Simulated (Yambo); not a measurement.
Yambo run on CsTaP$_{2}$O$_{8}$ (space group C2/m, No. 12). The wavefunctions come from this Quantum ESPRESSO step (PBEsol, PseudoDojo standard norm-conserving files, scalar-relativistic):

```
&CONTROL
  calculation = 'nscf'
  pseudo_dir = './pseudo'
  outdir = './out'
/
&SYSTEM
  ibrav = 0
  nat = 12
  ntyp = 4
  ecutwfc = 84.0
  ecutrho = 336.0
  occupations = 'fixed'
  force_symmorphic = .true.
  nbnd = 308
/
&ELECTRONS
  conv_thr = 1.2000000000000002e-08
  diago_full_acc = .true.
  diago_thr_init = 1e-08
/
ATOMIC_SPECIES
O 15.9990 O.upf
P 30.9738 P.upf
Cs 132.9055 Cs.upf
Ta 180.9479 Ta.upf
CELL_PARAMETERS angstrom
  4.422725000000  -2.645430000000   0.000000000000
  4.422725000000   2.645430000000   0.000000000000
 -0.515828000000   0.000000000000   9.002123000000
ATOMIC_POSITIONS crystal
O   0.791360000000   0.791360000000   0.915160000000
O   0.208640000000   0.208640000000   0.084840000000
O   0.211990000000   0.685230000000   0.145880000000
O   0.788010000000   0.314770000000   0.854120000000
O   0.314770000000   0.788010000000   0.854120000000
O   0.685230000000   0.211990000000   0.145880000000
O   0.323880000000   0.323880000000   0.352450000000
O   0.676120000000   0.676120000000   0.647550000000
P   0.644930000000   0.644930000000   0.808180000000
P   0.355070000000   0.355070000000   0.191820000000
Cs   0.000000000000   0.000000000000   0.500000000000
Ta   0.000000000000   0.000000000000   0.000000000000
K_POINTS automatic
2 2 1 0 0 0
```

Yambo input:

```
rim_cut
gw0
dyson
el_el_corr
HF_and_locXC
ppa
em1d
RandQpts= 1000000
RandGvec= 1 Ry
EXXRLvcs= 84 Ry
VXCRLvcs= 336 Ry
Chimod= "HARTREE"
% BndsRnXp
 2 | 307 |
%
NGsBlkXp= 7 Ry
% LongDrXp
 1.0 | 1.0 | 1.0 |
%
PPAPntXp= 27.2114 eV
% GbndRnge
 1 | 307 |
%
GTermKind= "BG"
DysSolver= "n"
ExtendOut
% QPkrange
 1 | 1 | 40 | 41 |
 2 | 2 | 40 | 41 |
 3 | 3 | 40 | 41 |
%
```

k points by index: 1 = Γ, 2 = (0, -0.5, 0), 3 = (-0.5, -0.5, 0).

Table of the .qp output:

```
#    K-point    Band    Eo [eV]    E [eV]    E-Eo [eV]    Vxc [eV]    Vnlxc [eV]    Sc|Eo [eV]    Sc|E [eV]    dSc/dw|Eo [eV]    Re(Z)    Im(Z)
#
    1    40    -0.109348    -1.213203    -1.103854    -19.57721    -25.12211    4.154470    4.441048    -7.063582    0.793912    -0.001390
    1    41    3.397738    4.994194    1.596456    -15.64404    -9.626281    -4.092377    -4.421304    -5.606076    0.829172    -0.001212
    2    40    -0.124649    -1.368270    -1.243621    -19.15127    -24.74822    4.033838    4.353334    -6.989974    0.795620    -0.001391
    2    41    3.763020    5.418914    1.655895    -16.14806    -10.07836    -4.063591    -4.413808    -5.754673    0.825434    -0.001268
    3    40    0.000000    -1.124443    -1.124443    -19.69157    -25.27415    4.166073    4.458132    -7.066917    0.793835    -0.001326
    3    41    3.544860    5.164342    1.619482    -15.90400    -9.847407    -4.098326    -4.437108    -5.691722    0.827012    -0.001741
```
(The two width columns are left out.) Convergence of these settings isn't established.

Spin-orbit coupling is not included.

Geometry of the Materials Project entry, not relaxed at this level.

The structure is a Materials Project entry; no match was found in the copy of COD used, and its stability was not checked.
